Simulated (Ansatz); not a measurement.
**Two-dimensional strain map in NaLiICl**

All numbers below come from DFT LDA, scalar-relativistic, plane waves, PAW (Ansatz 0.2.0). The runs took a 420 eV cutoff, a Γ-centred 6×6×4 mesh and Gaussian smearing (0.05 eV). Spin–orbit coupling is left out, which matters for the heavy elements here. No spin polarisation. Energies are free energies at this smearing, counted from the undisturbed cell; pressure is positive in compression.

Zero of the scan (as given, not relaxed at this level; it stands at -2.4 GPa, and it needn't be the usual structure):

```
Na Li I Cl
1.0
     4.09164    0.00000    0.00000
     0.00000    4.09164    0.00000
     0.00000    0.00000    6.21534
Na Li I Cl
1 1 1 1
Direct
  0.50000 0.50000 0.50000
  0.00000 0.00000 0.00000
  0.50000 0.50000 0.00000
  0.00000 0.00000 0.50000
```

The cell is strained by p along both x and y and by q along z, fractional coordinates fixed. Points are written (p, q).

Energy above the undisturbed cell in meV/atom (a dash: not computed):

| p \ q | -0.080 | -0.040 | 0.000 | 0.040 | 0.080 |
| --- | --- | --- | --- | --- | --- |
| -0.080 | 17.5 | 6.0 | 7.0 | 15.1 | 26.9 |
| -0.040 | -17.6 | – | -17.1 | – | 10.7 |
| 0.000 | -11.4 | -11.1 | 0.0 | 16.8 | 36.1 |
| 0.040 | 19.7 | – | 42.0 | – | 86.5 |
| 0.080 | 65.1 | 76.8 | 98.0 | – | 150.9 |

Pressure in GPa:

| p \ q | -0.080 | -0.040 | 0.000 | 0.040 | 0.080 |
| --- | --- | --- | --- | --- | --- |
| -0.080 | 5.0 | 3.6 | 2.6 | 1.9 | 1.5 |
| -0.040 | 1.4 | – | -0.5 | – | -1.3 |
| 0.000 | -0.8 | -1.8 | -2.4 | -2.7 | -2.9 |
| 0.040 | -2.1 | – | -3.4 | – | -3.8 |
| 0.080 | -2.8 | -3.5 | -3.9 | – | -4.2 |

Gap on the k-mesh in eV:

| p \ q | -0.080 | -0.040 | 0.000 | 0.040 | 0.080 |
| --- | --- | --- | --- | --- | --- |
| -0.080 | 4.22 | 4.08 | 3.98 | 3.85 | 3.68 |
| -0.040 | 4.42 | – | 3.97 | – | 3.65 |
| 0.000 | 4.24 | 4.03 | 3.85 | 3.70 | 3.58 |
| 0.040 | 4.05 | – | 3.71 | – | 3.48 |
| 0.080 | 3.87 | 3.72 | 3.58 | – | 3.37 |